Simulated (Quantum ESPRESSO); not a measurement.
pw.x input (Quantum ESPRESSO 7.5; LDA, PseudoDojo standard norm-conserving files, scalar-relativistic):

```
&CONTROL
  calculation = 'scf'
  pseudo_dir = './pseudo'
  outdir = './out'
  tprnfor = .true.
  tstress = .true.
/
&SYSTEM
  ibrav = 0
  nat = 2
  ntyp = 2
  ecutwfc = 62.0
  ecutrho = 248.0
  occupations = 'smearing'
  smearing = 'fd'
  degauss = 0.002
  nbnd = 14
/
&ELECTRONS
  conv_thr = 2e-10
/
ATOMIC_SPECIES
Br 79.9040 Br.upf
Tl 204.3800 Tl.upf
CELL_PARAMETERS angstrom
  0.000000000000   3.342040000000   3.342040000000
  3.342040000000   0.000000000000   3.342040000000
  3.342040000000   3.342040000000   0.000000000000
ATOMIC_POSITIONS crystal
Br   0.500000000000   0.500000000000   0.500000000000
Tl   0.000000000000   0.000000000000   0.000000000000
K_POINTS automatic
8 8 8 0 0 0
```

End of the output:

```
     total energy              =    -153.01749576 Ry
     estimated scf accuracy    <       0.00000068 Ry
     total energy              =    -153.01749588 Ry
     estimated scf accuracy    <          3.3E-09 Ry
     total energy              =    -153.01749588 Ry
     estimated scf accuracy    <          3.2E-10 Ry
[...]
     the Fermi energy is     4.1032 ev
!    total energy              =    -153.01749588 Ry
     estimated scf accuracy    <          1.6E-11 Ry
     smearing contrib. (-TS)   =      -0.00000000 Ry
     internal energy E=F+TS    =    -153.01749588 Ry
     The total energy is F=E-TS. E is the sum of the following terms:
     one-electron contribution =     -42.43989387 Ry
     hartree contribution      =      32.39206648 Ry
     xc contribution           =     -48.13761448 Ry
     ewald contribution        =     -94.83205402 Ry
     convergence has been achieved in   9 iterations
     Forces acting on atoms (cartesian axes, Ry/au):
     atom    1 type  1   force =     0.00000000    0.00000000   -0.00000000
     atom    2 type  2   force =     0.00000000    0.00000000    0.00000000
     Total force =     0.000000     Total SCF correction =     0.000000
     Computing stress (Cartesian axis) and pressure
          total   stress  (Ry/bohr**3)                   (kbar)     P=      -23.85
  -0.00016215   0.00000000   0.00000000          -23.85        0.00        0.00
   0.00000000  -0.00016215   0.00000000            0.00      -23.85        0.00
   0.00000000   0.00000000  -0.00016215            0.00        0.00      -23.85
```
In a gapped system the printed Fermi energy is only some level inside the gap.

Spin-orbit coupling is not included.

Geometry of the Materials Project entry, not relaxed at this level.
